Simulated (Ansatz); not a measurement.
The relaxed structure here is a generated cell of CsSnI3: the first start was made by a random draw of sites in a space group, and the end was not matched to a known phase here, so it may be hypothetical. Known forms of CsSnI3 include space group No. 62, 221.

One starting cell of CsSnI3 (a randomly generated symmetric cell of CsSnI3 (space group No. 166)) was relaxed twice with Ansatz (plane waves, PAW, scalar-relativistic): with r2SCAN at 500 eV and with PBE at 420 eV. The r2SCAN result:

```
CsSnI3
1.0
    3.63079     2.09624     6.44856
   -3.63079     2.09624     6.44856
    0.00000    -4.19248     6.44856
Cs I Sn
1 3 1
Direct
  0.00000   0.00000   0.00000
  0.00000   0.00000   0.50000
  0.50000   0.00000   0.00000
  0.00000   0.50000   0.00000
  0.50000   0.50000   0.50000
```

| quantity | r2SCAN | PBE |
|---|---|---|
| space group | R-3m | R-3m |
| volume (Å³/atom) | 58.90 | … |
| a (Å) | 7.262 | … |
| c (Å) | 19.346 | … |
| gap (eV, no spin-orbit coupling) | 0.00 | … |
| spin order | ferromagnetic | … |
| net moment (μB/atom) | 0.34 | … |

Problem. Fill in the PBE column.

Solution. 
- volume (Å³/atom), PBE: 58.98
- a (Å), PBE: 7.259
- c (Å), PBE: 19.387
- gap (eV, no spin-orbit coupling), PBE: 0.00
- spin order, PBE: ferromagnetic
- net moment (μB/atom), PBE: 0.16

Both levels end in the same structure; PBE's volume is within 0.5 % of r2SCAN's. Neither column is exact.

Spin states reached: ferromagnetic; spin orders were not searched systematically.

The run could not lose the symmetry of its start: the end is stationary, and may be a saddle point rather than a minimum.

All atoms sit on sites fixed by symmetry, so only the cell could relax.

Ansatz is an electronic-structure program.
